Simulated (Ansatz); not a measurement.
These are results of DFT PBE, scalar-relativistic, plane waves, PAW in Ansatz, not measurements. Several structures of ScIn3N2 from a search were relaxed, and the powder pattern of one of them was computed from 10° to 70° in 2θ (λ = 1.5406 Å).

Cu Kα1 powder pattern (kinematic, no thermal factors).
```
2θ (°)  relative intensity
 15.65                   6
 23.57                  14
 31.60                  37
 32.23                  73
 35.10                 100
 39.48                  45
 45.02                   7
 51.42                  21
 55.56                  30
 56.91                   3
 58.10                   1
 58.56                  25
 61.17                   6
 65.34                  26
 65.70                   9
 65.98                   4
 66.35                   4
 67.44                  14
```

Question: Which structure gives it?
A.

Space group P-3m1 (No. 164). a = 3.305 Å, b = 3.305 Å, c = 11.317 Å, α = 90.00°, β = 90.00°, γ = 120.00°
```csv
atom,site,symmetry,x,y,z
Sc,1a,-3m.,0.0000,0.0000,0.0000
In,2d,3m.,0.6667,0.3333,0.2345
In,1b,-3m.,0.0000,0.0000,0.5000
N,2d,3m.,0.6667,0.3333,0.8915
```

B.

Space group P3m1 (No. 156). a = 3.383 Å, b = 3.383 Å, c = 11.586 Å, α = 90.00°, β = 90.00°, γ = 120.00°
```tsv
atom	site	symmetry	x	y	z
Sc	1b	3m.	0.3333	0.6667	0.7677
In	1c	3m.	0.6667	0.3333	0.5213
In	1c	3m.	0.6667	0.3333	0.0052
In	1b	3m.	0.3333	0.6667	0.2431
N	1a	3m.	0.0000	0.0000	0.7083
N	1a	3m.	0.0000	0.0000	0.1168
```

C.

Space group R-3m:H (No. 166). a = 3.285 Å, b = 3.285 Å, c = 34.109 Å, α = 90.00°, β = 90.00°, γ = 120.00°
| atom | site | symmetry | x | y | z |
| --- | --- | --- | --- | --- | --- |
| Sc | 3b | -3m | 0.6667 | 0.3333 | 0.8333 |
| In | 6c | 3m | 0.0000 | 0.0000 | 0.9111 |
| In | 3a | -3m | 0.0000 | 0.0000 | 0.0000 |
| N | 6c | 3m | 0.0000 | 0.0000 | 0.7971 |

D.

Space group P4mm (No. 99). a = 3.126 Å, b = 3.126 Å, c = 11.519 Å, α = 90.00°, β = 90.00°, γ = 90.00°
```json
{"atom": "Sc", "site": "1b", "symmetry": "4mm", "x": "0.5000", "y": "0.5000", "z": "0.0916"}
{"atom": "In", "site": "1a", "symmetry": "4mm", "x": "0.0000", "y": "0.0000", "z": "0.5649"}
{"atom": "In", "site": "1a", "symmetry": "4mm", "x": "0.0000", "y": "0.0000", "z": "0.3070"}
{"atom": "In", "site": "1b", "symmetry": "4mm", "x": "0.5000", "y": "0.5000", "z": "0.8150"}
{"atom": "N", "site": "1a", "symmetry": "4mm", "x": "0.0000", "y": "0.0000", "z": "0.1035"}
{"atom": "N", "site": "1b", "symmetry": "4mm", "x": "0.5000", "y": "0.5000", "z": "0.6180"}
```

Answer: A. Its strongest line, at 2θ = 35.10°, has d = λ/(2 sin θ) = 2.554 Å and is the (1 0 2) reflection of the conventional P-3m1 cell with a = 3.305 Å, c = 11.317 Å. The others have their strongest lines at 29.6° (P4mm); 31.5° (R-3m); 34.3° (P3m1). In energy it lies 45 meV/atom above the lowest of those shown.

These are computed cells and needn't be stable.
